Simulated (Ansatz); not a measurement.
Te2Mo in space group P6_3/mmc (No. 194; Te on 4f, Mo on 2d), plane-wave PAW PBE+D3(BJ) (Ansatz code). The conduction-band minimum lies on the K–Γ line, 41 % of the way from K, with 6 equivalent valleys. Second derivatives d²E/dk² of the lowest band at one valley (eV·Å²), along Cartesian directions:

```tsv
direction	d²E/dk²
[100]	13.87
[010]	18.43
[001]	18.44
[110]	20.17
[101]	16.16
[011]	18.45
```

Q: Find the principal effective masses, the density-of-states mass and the conductivity mass.

A: Off-diagonal terms follow from H_xy = H[110] − (H_xx + H_yy)/2, and m*/mₑ = 7.620 eV·Å² over each eigenvalue: 0.37, 0.41, 0.66. One valley's DOS mass (m₁m₂m₃)^(1/3) = 0.46, conductivity mass 3/(Σ 1/mᵢ) = 0.45 mₑ.

Q: What effective density of states Nc follows at 300 K for parabolic valleys?

A: Nc = 2.509e19 × 6 × (0.46)^(3/2) ≈ 4.7e19 cm⁻³.

Symmetry was held in the PBE+D3(BJ) relaxation; of distortions, only those at the zone centre were tested. The run is not spin-polarised. Spin–orbit coupling is left out wherever it is not named.

Potentials: the later of the program's two PAW sets.

Edges and masses are those of Kohn–Sham bands, whose gap is no quasiparticle gap.
